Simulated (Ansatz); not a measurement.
A relaxed structure of NaF is spoiled in several ways and relaxed again each time (noise and exchanges are one random draw each; pressure is positive under compression). Calculation: PBEsol (plane waves to 420 eV, PAW, scalar-relativistic; Ansatz, a first-principles code).

```cif
data_F4Na4
_chemical_formula_sum 'F4 Na4'
_space_group_name_H-M_alt 'Fm-3m'
_space_group_IT_number 225
_space_group_name_Hall '-F 4 2 3'
_cell_length_a 4.62944
_cell_length_b 4.62944
_cell_length_c 4.62944
_cell_angle_alpha 90.000
_cell_angle_beta 90.000
_cell_angle_gamma 90.000
loop_
_atom_site_label
_atom_site_type_symbol
_atom_site_symmetry_multiplicity
_atom_site_Wyckoff_symbol
_atom_site_fract_x
_atom_site_fract_y
_atom_site_fract_z
_atom_site_occupancy
F1 F 4 a 0.00000 0.00000 0.00000 1
Na1 Na 4 b 0.50000 0.50000 0.50000 1
```
(The calculation used a cell of 2 atoms; values per cell refer to that cell.)

Q: One start gave a first pressure of +12.4 GPa and released 0.16 eV/atom. Which change was it?
(A) deformed by the Cartesian strain tensor (xx, yy, zz, yz, xz, xy) = (0.022, 0.034, -0.142, -0.033, -0.025, 0.049)
(B) doubled along one cell vector, shaken by Gaussian noise of σ = 0.08 Å a coordinate
(C) with every coordinate shifted by Gaussian noise of σ = 0.45 Å
(D) with every coordinate shifted by Gaussian noise of σ = 0.1 Å

A: A, deformed by the Cartesian strain tensor (xx, yy, zz, yz, xz, xy) = (0.022, 0.034, -0.142, -0.033, -0.025, 0.049). All starts:

| change | first pressure (GPa) | first V (Å³/atom) | released (eV/atom) | moves | outcome | final group | E − E(parent) (eV/atom) |
|---|---|---|---|---|---|---|---|
| with every coordinate shifted by Gaussian noise of σ = 0.1 Å | 0.1 | 12.40 | 0.001 | 4 | returns to the parent | Fm-3m | 0.000 |
| with every coordinate shifted by Gaussian noise of σ = 0.45 Å | 12.8 | 12.40 | 0.29 | 6 | returns to the parent | Fm-3m | 0.000 |
| deformed by the Cartesian strain tensor (xx, yy, zz, yz, xz, xy) = (0.022, 0.034, -0.142, -0.033, -0.025, 0.049) | 12.4 | 11.20 | 0.16 | 11 | returns to the parent | Fm-3m | 0.000 |
| doubled along one cell vector, shaken by Gaussian noise of σ = 0.08 Å a coordinate | 0.4 | 12.40 | 0.008 | 3 | returns to the parent | Fm-3m | 0.000 |

First-step values come from each run's starting, coarser k-mesh (9×9×9, 9×9×8, 5×9×9). The runs use different k-meshes, so differences are rounded accordingly. No spin polarisation in the result.
